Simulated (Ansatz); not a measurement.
**Two states of LiCa2V**

```yaml
crystal:
  lattice:
    - [4.42037, 0.10047, 1.05421]
    - [0.91604, 3.66477, -0.63912]
    - [0.18623, 0.09903, 4.53226]
  atoms:
    - { symbol: V, position: [0.45178, 0.85352, 0.86351] }
    - { symbol: Ca, position: [0.90117, 0.19548, 0.62128] }
    - { symbol: Ca, position: [0.91142, 0.66740, 0.13459] }
    - { symbol: Li, position: [0.35584, 0.59007, 0.38798] }
```

Method: PBEsol, with U_eff = 4.44 eV on V d (all-electron-ortho-atomic projectors); PAW, plane waves to 420 eV, 4×5×4 (shifted by 0.5, 0.5, 0.5 steps) mesh, gaussian occupations (width 0.0175 eV) (Ansatz 0.2.0), atoms fixed.

State A: V1 up (collinear spin). State B: no moments (no spin polarisation).

Q: Compare the two self-consistent states.

A: State A is lower by 542.2 meV an atom at zero smearing.

| state | free energy (meV/atom) | largest moment in a small sphere (μB) | net moment (μB/cell) | gap on mesh (eV) | pressure (GPa) | largest force (eV/Å) |
| --- | --- | --- | --- | --- | --- | --- |
| A | 0.0 | 2.98 | 4.60 | metal | 23.7 | 1.65 |
| B | 542.2 | 0.00 | 0.00 | metal | 19.5 | 1.76 |

Origin: a disordered cell, so it need not be a known compound. Caveats: the k mesh is coarse if the cell is a metal; atoms or cell far from equilibrium.
